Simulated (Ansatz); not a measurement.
Question: Free-standing sheets of MoN4Si2, MA2Z4 (prismatic core, outer Z over the empty site)-type layer and BrGe, capped honeycomb (chair)-type layer are relaxed with r²SCAN+D4 in the plane-wave PAW code Ansatz, and their levels computed with HSE06. Aligned at the vacuum level, what band offsets and what type of junction result?

Answer: MoN4Si2: VBM -5.86, CBM -3.49 eV; BrGe: VBM -6.16, CBM -5.29 eV. Valence offset 0.30 eV (MoN4Si2 higher), conduction offset 1.80 eV (BrGe lower): type II (staggered).

Mismatch of the primitive lattice constants: 2.888 against 4.110 Å, 29.7 %.

Natural alignment of Kohn–Sham levels: no interface dipole, strain or quasiparticle shift.

All cells were relaxed under the symmetry of their starts (and spin orders); stability against distortions was not tested throughout. Rows with no word on spin ran without spin polarisation. Scalar-relativistic: spin–orbit coupling is off unless named, which matters more the heavier the elements. Constructed layers (a layer type filled with these elements): BrGe, capped honeycomb (chair)-type layer.

Potentials: the later of the program's two PAW sets.

Edges and masses are those of Kohn–Sham bands, whose gap is no quasiparticle gap.
